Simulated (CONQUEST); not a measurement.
CONQUEST run on HgTe (I-4m2, 8 atoms in the cell; from Materials Project mp-2730, changed as shown): self-consistent single point.

All values come from this method and carry its errors: PBE, numerical atomic orbitals double-zeta with polarisation (the shipped basis), PseudoDojo norm-conserving potentials made for PBE (CONQUEST 1.3).

The change in words: lattice vector c scaled by 0.99. Reference geometry (F-43m):
```
CELL_PARAMETERS angstrom
      6.57997     0.00000     0.00000
      0.00000     6.57997     0.00000
      0.00000     0.00000     6.57997
ATOMIC_POSITIONS crystal
  Hg 0.00000 0.00000 0.00000
  Hg 0.00000 0.50000 0.50000
  Hg 0.50000 0.00000 0.50000
  Hg 0.50000 0.50000 0.00000
  Te 0.25000 0.25000 0.75000
  Te 0.25000 0.75000 0.25000
  Te 0.75000 0.25000 0.25000
  Te 0.75000 0.75000 0.75000
```

Reference input (self-consistent single point, DFT, PBE, numerical atomic orbitals double-zeta with polarisation (the shipped basis), PseudoDojo norm-conserving potentials made for PBE): basis = DZP; Diag.MPMeshX, Y, Z = 4 4 4; potentials = PseudoDojo norm-conserving PBE; Grid.GridCutoff = 140 Ha; DM.SolutionMethod = diagon; Diag.kT = 0.003675 Ha; Diag.GammaCentred = true; minE.SCTolerance = 1.0e-06; SC.MaxIters = 100; SC.LinearMixingFactor = 0.5; SC.KerkerPreCondition = true; SC.KerkerFactor = 0.5 1/bohr. This run's input differs from it in these lines:

```diff
@@ -31,3 +31,3 @@
      0.000000000     12.434341208      0.000000000
-     0.000000000      0.000000000     12.434341208
+     0.000000000      0.000000000     12.309997229
 8
```

The program printed (abridged):

```
    new_SC_potl: Starting.  Tolerance:  0.10000E-05

    PulayMixSC: Starting Pulay mixing, A_up =  0.500 A_dn =  0.500
    PulayMixSC: Spin non-polarised calculation.
    PulayMixSC: with Kerker preconditioning, q0 =  0.500
          Harris-Foulkes Energy            :     -1085.892919705430813 Ha
          GroundState Energy (E-(1/2)TS)   :     -1085.893123337857560 Ha
          Free Energy (E-TS)               :     -1085.893326970284306 Ha
          DFT Total Energy                 :     -1085.794572840015917 Ha
          Total number of electrons        :       143.999999999984851
   [... lines left out ...]
          Total number of electrons        :       144.000132512824848
    PulayMixSC: Pulay iteration    22 residual:              0.11206E-05
          Harris-Foulkes Energy            :     -1085.851402772762867 Ha
          GroundState Energy (E-(1/2)TS)   :     -1085.851609001149654 Ha
          Free Energy (E-TS)               :     -1085.851815229536214 Ha
          DFT Total Energy                 :     -1085.851403017523580 Ha
          Total number of electrons        :       144.000141063954629
    PulayMixSC: Pulay iteration    23 residual:              0.92605E-06
    PulayMixSC: Reached SCF tolerance of  0.92605E-06 after     23 iterations
      | Number of electrons      =       144.000141
      |* band energy as 2Tr[K.H] =      -182.004007117492108 Ha
      |  screened ion-ion energy =      -840.547429899484200 Ha
      |  Ha correction           =         4.379917729022207 Ha
      |  XC correction           =       -67.679934041072286 Ha
      | GS Energy as E-(1/2)TS   =     -1085.851609001149654 Ha
      | Free Energy as E-TS      =     -1085.851815229536214 Ha
      |* Harris-Foulkes energy   =     -1085.851402772762867 Ha
      |* DFT total energy        =     -1085.851403017523580 Ha
      |  estimated accuracy      =         0.000000244760713 Ha

    force: Forces on atoms (Ha/a0)
    force:  Atom   X              Y              Z
    force:     1  -0.0000000000  -0.0000000000  -0.0000000000
   [... zero for the other atoms too ...]

    force: Maximum force :        0.00000000(Ha/a0) on atom         1 in z direction
    force: Force Residual:        0.00000000 Ha/a0
    force: Total stress:         -2.56600238    -2.56600238    -2.67395703 GPa
    force: Average pressure:      2.60198727 GPa

    force: Finished force
    get_E_and_F: Change in energy during last step of electronic optimisation: -0.29207E-07
```

The run converged in 23 iterations. CONQUEST prints the stress tensor with tension positive. Against the reference run the free energy goes up by 5.4 meV/atom and the pressure goes from 2.18 to 2.60 GPa.

The program uses no crystal symmetry, so grid and mesh can part values that symmetry would make equal. The atom-centred basis is finite, which shifts total energies and pressures against plane waves. The structure comes from a collection of computed structures, made at another level of theory; the collection holds predicted forms beside known ones. No clean gap shows at this smearing width and mesh (spacing up to 0.24 Å⁻¹); the mesh is coarse for partly filled bands, so the values carry mesh errors. Semi-local functionals can close small gaps.

Cost on one core: very roughly 2.1 core-minutes.
